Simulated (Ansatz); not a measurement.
The start is a relaxed ZnO cell with every coordinate shifted by Gaussian noise of σ = 0.1 Å. Cell shape, volume and atoms are optimised at zero target pressure with PBE (plane waves to 420 eV, PAW, scalar-relativistic; Ansatz, a quantum-chemistry and plane-wave program). The first steps use a coarse 8×8×3 k-mesh.

The start:
```
ZnO
1.0
    3.27175     0.00000     0.00000
   -1.63587     2.83342     0.00000
    0.00000     0.00000    10.62953
Zn O
4 4
Direct
  0.00993   0.95176   0.00280
  0.99736   0.05849   0.49472
  0.67962   0.35749   0.74803
  0.31559   0.67000   0.25595
  0.01991   0.03289   0.82038
  0.96452   0.99809   0.30985
  0.61503   0.30802   0.56155
  0.31731   0.67060   0.05935
```

Task: What pressure does the first self-consistent step give?

Result: +2.2 GPa (positive: the cell is compressed).

Task: By how much does the energy per atom fall from start to end?

Result: 0.06 eV/atom.

Task: Is the parent structure recovered?

Result: The parent structure is recovered, P6₃mc (No. 186).

Task: How do the shortest distances between atoms change?

Result: The closest pairs of elements (up to four, under 3.6 Å), start → end: O–Zn 1.77 → 2.00 Å; Zn–Zn 3.07 → 3.26 Å; O–O 3.12 → 3.26 Å.

Task: What band gap does the relaxed structure have at this level?

Result: 0.69 eV, direct at Γ (no spin-orbit coupling).

The end point of the relaxation:

```cif
data_O4Zn4
_chemical_formula_sum 'Zn4 O4'
_space_group_name_H-M_alt 'P63mc'
_space_group_IT_number 186
_space_group_name_Hall 'P 6c -2c'
_cell_length_a 3.27192
_cell_length_b 3.27192
_cell_length_c 10.62942
_cell_angle_alpha 90.000
_cell_angle_beta 90.000
_cell_angle_gamma 120.000
loop_
_atom_site_label
_atom_site_type_symbol
_atom_site_symmetry_multiplicity
_atom_site_Wyckoff_symbol
_atom_site_fract_x
_atom_site_fract_y
_atom_site_fract_z
_atom_site_occupancy
Zn1 Zn 2 a 0.00000 0.00000 0.00090 1
Zn2 Zn 2 b 0.33333 0.66667 0.25069 1
O1 O 2 a 0.00000 0.00000 0.31224 1
O2 O 2 b 0.33333 0.66667 0.06249 1
```

Final values are on a 12×12×3 k-mesh of the relaxed cell. No spin polarisation in the result.

The first start was generated by placing the elements on the sites of a structure type. A measured structure of ZnO has the same space group, P6₃mc (No. 186); the sites were not compared with it.
